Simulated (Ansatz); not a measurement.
Starting cell, Al (fcc, Cu type):

```yaml
crystal:
  lattice:
    - [0.00000, 4.03999, 4.03999]
    - [2.01999, 2.01999, 4.03999]
    - [2.01999, 2.01999, 0.00000]
  atoms:
    - { symbol: Al, position: [0.00000, 0.00000, 0.00000] }
    - { symbol: Al, position: [0.50000, 0.00000, 0.00000] }
```

A phonon eigenvector at X = (0.5, 0.5, 0.0) is frozen into this cell: atom i moves by Q times the vector below, so Q is the largest atomic displacement, in Å. The cell is held. (q is in reciprocal vectors of the primitive cell; the cell shown is doubled to hold the pattern.)

```tsv
atom	x	y	z
Al1	0.000	0.000	-1.000
Al2	0.000	0.000	1.000
```

The numbers are results of PBE (plane waves to 420 eV, PAW, scalar-relativistic; Ansatz, a first-principles code), not measurements. k mesh 20×20×20 (Γ-centred), Fermi-Dirac smearing 0.05 eV. E stands for the smeared free energy. With partly filled bands, energies and forces of such displacements shift with the k mesh and the smearing. Al was relaxed with its symmetry unable to fall. The PAW data are Ansatz's earlier set. The zero of ΔE is the undisplaced structure. The last digit holds for this mesh only.

| Q (Å) | ΔE (meV/cell) |
|---|---|
| -0.180 | 332.3 |
| -0.150 | withheld |
| -0.120 | 146.5 |
| -0.090 | 82.1 |
| -0.060 | 36.5 |
| -0.030 | 9.2 |
| 0.000 | 0.0 |
| 0.030 | 9.2 |
| 0.060 | 36.5 |
| 0.090 | 82.1 |
| 0.120 | 146.5 |
| 0.150 | withheld |
| 0.180 | 332.3 |

Q: Fit an even polynomial form (powers 2, 4) to the given rows and predict ΔE at Q = 0.150.

A: Least squares on the 11 given rows: ΔE = (10110)·Q² + (4636)·Q⁴, in meV/cell with Q in Å; root-mean-square residual 0.08 meV/cell. At 0.150 the fit gives 229.8 meV/cell; the calculation gives 229.7 meV/cell, so the interpolation is off by 0.1 (+0.0 %). The quadratic term alone would give 227.5 meV/cell.

(A displaced cell: forces are minus the slopes of the energy, force constants its curvatures, and phonons follow from these.)
